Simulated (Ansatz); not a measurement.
With plane-wave PAW r²SCAN+D4 (Ansatz code), BP in the orthorhombic phase (Pnma; B on 4c, P on 4c) relaxes to a = 6.234 Å, b = 3.217 Å, c = 5.363 Å. Its formation energy from the elements is -0.19 eV/atom, with no fitted shifts.

The Kohn–Sham gap is 0.80 eV (indirect). The screened hybrid HSE06 puts the gap at 1.42 eV. The hole mass is 0.19, 0.49, 0.83 mₑ (principal values).

The bulk modulus is 132 GPa. The elastic constants imply a Debye temperature near 812 K. Bader charges are B +0.64, P -0.64 e.

The start of the workflow was typed in or built on a structure type; neither database checked (COD, Materials Project) lists it. It is not the phase usual at ambient conditions (space group No. 216). Symmetry was held in the r²SCAN+D4 relaxation; whether a distortion lowers the energy is not shown. The volume moved by 25 % from the start of the relaxation. The references are the lowest solids computed at this level, not always the standard phases.

Potentials: the later of the program's two PAW sets.
